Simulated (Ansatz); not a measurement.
S (α-S8), relaxed with LDA (Ansatz, a quantum-chemistry and plane-wave program, plane waves, PAW): a = 9.9665 Å, b = 12.2579 Å, c = 23.5507 Å, α = β = γ = 90.00°.

- gap (eV) = 1.60

Question: The same phase is relaxed and computed with PBEsol in the same code. What are the cell and these values now?

Answer: a = 10.6149 Å, b = 12.9626 Å, c = 24.2995 Å, α = β = γ = 90.00°.

- gap (eV): 2.00

Weakly bound layers, chains or molecules computed without a dispersion correction, so cells and soft constants are ill determined: S, α-S8 with LDA; S, α-S8 with PBEsol. All cells were relaxed under the symmetry of their starts (and spin orders); stability against distortions was not tested throughout.

Potentials: the earlier of the program's two PAW sets.

Ansatz is a plane-wave DFT program.
